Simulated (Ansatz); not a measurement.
Relaxed candidate structures of Ag:

A. Fm-3m (No. 225), cF4, fcc (Cu type); a = b = c = 4.1052 Å, α = β = γ = 90.00°; Ag 4a (0.000, 0.000, 0.000)

B. Im-3m (No. 229), cI2, bcc (W type); a = 3.2677 Å, b = 3.2677 Å, c = 3.2677 Å, α = 90.00°, β = 90.00°, γ = 90.00°; Ag 2a (0.000, 0.000, 0.000)

Q: Put the candidates in order of energy per atom, lowest first, for r2SCAN (plane waves to 500 eV, PAW, scalar-relativistic; Ansatz, a first-principles code).

A: A (reference), B (+0.03 eV/atom)

Each run could gain symmetry but not lose that of its start, so entries can be saddle points. From databases, or of a type measured for this composition: Fm-3m, cF4, fcc (Cu type); the others are generated cells (placed on structure types, drawn at random, substituted or restacked) that were not matched to a known phase here. Static energies at zero pressure. No spin polarisation in the result.
